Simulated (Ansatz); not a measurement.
LiVO₃ — quadrupolar parameters

The cell is a computed structure from the Materials Project (it need not be an observed phase), atoms as given.

Space group C2/c (No. 15); a = 10.2627, b = 8.3271, c = 5.8347 Å, β = 111.59°.

```csv
site,Wyckoff,site symmetry,x,y,z
Li1,4e,2,0.5000,0.5804,0.7500
Li3,4e,2,0.5000,0.2231,0.7500
V,8f,1,0.7155,0.9048,0.7359
O9,8f,1,0.3528,0.0316,0.5804
O12,8f,1,0.6103,0.6116,0.1623
O15,8f,1,0.6479,0.7248,0.7230
```

One atom of each set is listed; the run and its k-mesh use a cell of 20 atoms with edges of 6.61, 6.61, 5.83 Å.

Computed with Ansatz: DFT, PBE, plane waves and PAW, scalar-relativistic, 420 eV cutoff, Γ-centred 4×4×4 k-points, Fermi–Dirac smearing 0.02 eV.

V_zz is the principal component of the electric field gradient with the largest magnitude, η = (V_xx − V_yy)/V_zz and C_Q = eQV_zz/h.

⁶Li: I = 1, Q = -0.8080 mb; ⁵¹V: I = 7/2, Q = -52.00 mb; O-17: I = 5/2, Q = -25.58 mb. Quadrupole moments are those of Pyykkö's year-2017 table.

```tsv
site	atoms	first shell	V_zz (10²¹ V/m²)	η	C_Q (MHz)
Li1	2	6 O at 1.99–2.27 Å	0.11	0.44	-0.002
Li3	2	4 O at 1.97–2.17 Å; also 2 O at 2.65 Å	0.18	0.31	-0.003
V	4	4 O at 1.64–1.82 Å; also 1 O at 2.98 Å	-3.41	0.82	4.29
O9	4	2 V at 1.80–1.82 Å, 1 Li at 2.17 Å	3.58	0.50	-2.22
O12	4	1 V at 1.67 Å, 2 Li at 1.97–2.13 Å; also 1 Li at 2.27 Å	-3.10	0.22	1.92
O15	4	1 V at 1.64 Å, 1 Li at 1.99 Å, angle 151°; also 1 Li at 2.65 Å	-2.23	0.71	1.38
```

With these PAW files V_zz is typically within 2 to 3 % of all-electron values, but misses above 10 % occur on Li.
